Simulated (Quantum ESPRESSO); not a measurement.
PdSc2Ta4Ti, one composition in several site orders

Computed values, not a measurement. The program is pw.x of Quantum ESPRESSO 7.5 (plane-wave density functional theory). The cell is made up: eight metal atoms on a hexagonal close-packed lattice, with elements, volume, strain and displacements drawn at random and not relaxed, so it may be unstable or far from any real phase. PseudoDojo standard norm-conserving files set the functional (PBE unless stated); there is no spin polarisation or spin-orbit coupling, the Fermi-Dirac width of 0.25 eV means electrons at about 2900 K, and the masses in the input are unused placeholders. Heavy elements are run without spin-orbit coupling, which real alloys of them have. A spin test at this wide smearing found no moment, but such smearing suppresses magnetism that the real alloy may have.

The runs put one composition on the sites in different orders. Cell, positions, cutoff, mesh and smearing stay as in the input of run 1; sites are counted in its order. Stress in the tables is positive in tension.

Input of run 1:

```
&control calculation='scf', pseudo_dir='./dojo.nc.sr.pbe.v0_5.standard.upf', outdir='./o', disk_io='medium', tprnfor=.true., tstress=.true. /
&system ibrav=0, nat=8, ntyp=4, nbnd=70, ecutwfc=84.00895049, nosym=.true., tot_charge=0,
 occupations='smearing', smearing='fd', degauss=0.0183746611
/
&electrons conv_thr=1.470e-08, electron_maxstep=70, mixing_beta=0.5 /
ATOMIC_SPECIES
Pd 1.0 Pd.upf
Sc 1.0 Sc.upf
Ta 1.0 Ta.upf
Ti 1.0 Ti.upf
CELL_PARAMETERS angstrom
3.0835 0.023 -0.0218
1.556 -2.6027 -4.6513
1.6357 7.9073 -4.6807
ATOMIC_POSITIONS angstrom
Pd -0.0044 0.0132 0.0143
Sc 1.6095 2.6669 -4.6701
Sc 1.5528 -0.8899 -2.3477
Ta 3.1928 1.8022 -7.0122
Ta 3.1188 5.3252 -4.6391
Ta 3.1323 0.0635 -4.6682
Ta 3.1107 1.8175 -2.3112
Ti 4.7235 4.4176 -7.0752
K_POINTS automatic
8 5 3 1 1 1
```

| run | elements on sites 1 to 8 | free energy less that of run 1 (eV) | -TS (eV) | pressure (GPa) | stress xx (GPa) | stress yy (GPa) | stress zz (GPa) | stress yz (GPa) | stress xz (GPa) | stress xy (GPa) | iterations |
| --- | --- | --- | --- | --- | --- | --- | --- | --- | --- | --- | --- |
| 1 | Pd Sc Sc Ta Ta Ta Ta Ti | 0.000 | -2.044 | 1.32 | 2.46 | -1.37 | -5.04 | 2.11 | -0.45 | -0.03 | 25 |
| 2 | Ta Ti Pd Ta Sc Sc Ta Ta | 0.078 | -1.954 | 1.19 | 3.03 | -0.47 | -6.13 | -2.57 | -0.08 | -0.05 | 24 |
| 3 | Sc Ta Pd Ta Ta Ti Ta Sc | -0.095 | -2.096 | 1.28 | 2.47 | 0.13 | -6.44 | 1.76 | -0.04 | -0.13 | 29 |
| 4 | Ta Ti Sc Ta Pd Sc Ta Ta | 0.220 | -1.948 | 1.08 | 2.94 | -0.32 | -5.86 | -2.20 | -0.11 | 0.13 | 23 |
| 5 | Ta Ta Sc Ta Pd Sc Ti Ta | 0.195 | -1.939 | 0.97 | 2.71 | -0.78 | -4.84 | -1.72 | -0.07 | 0.35 | 27 |
| 6 | Pd Ta Ta Ta Sc Sc Ta Ti | 0.141 | -2.145 | 1.11 | 2.82 | 2.51 | -8.67 | 0.17 | 0.02 | -0.17 | 22 |

Forces Fx Fy Fz (eV/Å):

| site | run 1 | run 2 | run 3 | run 4 | run 5 | run 6 |
| --- | --- | --- | --- | --- | --- | --- |
| 1 | -0.01 -0.17 0.13 | -0.03 0.16 -0.71 | -0.10 0.15 -1.25 | -0.01 -0.65 0.05 | 0.02 -0.68 0.07 | -0.03 0.04 -0.06 |
| 2 | -0.09 0.01 -0.08 | -0.09 0.10 0.03 | -0.06 -0.22 0.17 | -0.07 0.54 -0.26 | -0.16 0.63 -0.17 | -0.10 0.09 -0.02 |
| 3 | 0.14 0.42 0.58 | 0.05 0.24 0.37 | 0.05 0.25 -0.14 | 0.08 -0.03 0.78 | 0.08 0.01 0.77 | 0.12 0.36 0.83 |
| 4 | 0.04 -0.02 -0.31 | 0.00 -0.14 0.73 | 0.07 -0.36 0.18 | 0.03 0.56 -0.42 | 0.05 0.60 -0.43 | 0.05 -0.17 0.68 |
| 5 | 0.00 0.34 -0.51 | 0.14 -0.24 -1.14 | 0.13 -0.91 -0.34 | 0.07 -0.37 -0.51 | 0.08 -0.41 -0.51 | 0.10 0.27 -1.05 |
| 6 | -0.18 -0.35 -0.15 | -0.11 -0.43 1.04 | -0.12 0.30 0.42 | -0.14 0.17 0.04 | -0.15 0.08 -0.09 | -0.15 -0.76 0.56 |
| 7 | 0.03 0.00 0.21 | 0.01 -0.13 -0.42 | -0.04 0.09 -0.15 | 0.00 0.30 -0.34 | 0.03 0.26 -0.33 | -0.02 -0.34 -0.97 |
| 8 | 0.08 -0.23 0.14 | 0.03 0.45 0.11 | 0.07 0.71 1.11 | 0.05 -0.54 0.66 | 0.05 -0.49 0.69 | 0.03 0.50 0.03 |

The sites are displaced and not relaxed, so the energy differences mix bonding between neighbours with strain and are not ordering energies. A rerun of one cell of this series at a higher cutoff and on a denser mesh moved values by no more than 0.005 eV in energy, 0.05 GPa in stress and 0.005 eV/Å in force, and a second program with other atomic files agreed on that cell to 2 % rms in force and 0.5 GPa in pressure.